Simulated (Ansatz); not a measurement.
With plane-wave PAW r²SCAN (Ansatz code), SiBMo in the orthorhombic phase (Cmcm; Si on 4c, B on 4c, Mo on 4c) relaxes to a = 3.133 Å, b = 13.302 Å, c = 3.146 Å. Its formation energy from the elements is -28 kJ/mol of atoms, with no fitted shifts.

Electronic character: metallic (no gap).

The bulk modulus is 2590 kbar. Bader charges are Si +0.06, B -0.63, Mo +0.56 e.

The start of the workflow was typed in or built on a structure type; neither database checked (COD, Materials Project) lists it. Whether it is the stable phase at ambient conditions was not checked. The cell was relaxed with r²SCAN under the symmetry of its start; whether a distortion lowers the energy is not shown. The run is not spin-polarised. The references are the lowest solids computed at this level, not always the standard phases. Spin–orbit coupling is left out wherever it is not named.

Potentials: the earlier of the program's two PAW sets. The files were generated under PBE; for other functionals the program regenerates the frozen cores, and for LDA and PBEsol the local potential too.
